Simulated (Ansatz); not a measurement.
Lattice dynamics of KMgF3

KMgF3 in the perovskite structure, relaxed with LDA.

```xyz
5
Lattice="3.9098 0.0000 0.0000 0.0000 3.9098 0.0000 0.0000 0.0000 3.9098" Properties=species:S:1:pos:R:3 pbc="T T T"
K     0.0000    0.0000    0.0000
Mg    1.9549    1.9549    1.9549
F     1.9549    1.9549    0.0000
F     1.9549    0.0000    1.9549
F     0.0000    1.9549    1.9549
```

Settings of the Ansatz calculation: LDA; Ansatz hand-made PAW at 1050 eV; k mesh 4×4×4; fixed occupations; no spin. Harmonic phonons by linear response, frequencies in cm⁻¹, imaginary ones marked i; at Γ the three translations are left out and no LO–TO term is added.

Caveats: coarse k mesh.

(1) What are the zone-centre optical modes, and is any unstable?

(2) Predict ε∞ and the diagonal parts of the Born charges.

(3) How high does the top LO mode lie once the non-analytic term is added?

Results:

(1) 155 (×3), 185 (×3), 285 (×3), 514 (×3) cm⁻¹. None is unstable.

(2) ε∞ = 2.17. Born charges in e: K 1.19; Mg 1.99; F (-0.96, -0.96, -1.25); F (-0.96, -1.25, -0.96); F (-1.25, -0.96, -0.96).

(3) 597 cm⁻¹.
